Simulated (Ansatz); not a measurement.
Crystals in the fcc lattice, computed with PBE in Ansatz (plane-wave DFT, scalar-relativistic, harmonic phonons, no LO–TO term at Γ; smeared occupations, about 0.1 eV; no spin; PAW, where unfrozen means all-electron datasets; each on its own modest k mesh, which can be coarse for ε∞).

| crystal | cell | k mesh | potentials | phonons by | Å³/atom | lowest mode at X = [0.5, 0, 0.5] (cm⁻¹) | top mode at X = [0.5, 0, 0.5] (cm⁻¹) |
| --- | --- | --- | --- | --- | --- | --- | --- |
| Al | relaxed | 8×8×8 | unfrozen PAW | finite displacements | 16.51 | 190 | 337 |
| Cu | relaxed | 8×8×8 | unfrozen PAW | finite displacements | 12.01 | ? | ? |
| Rh | relaxed | 8×8×8 | unfrozen PAW | finite displacements | 14.11 | 169 | 195 |
| Pd | relaxed | 8×8×8 | unfrozen PAW | finite displacements | 15.40 | 139 | 203 |

Question: Estimate the entries marked ?.

Answer: Cu: lowest mode at X = [0.5, 0, 0.5] (cm⁻¹) 164, top mode at X = [0.5, 0, 0.5] (cm⁻¹) 235.
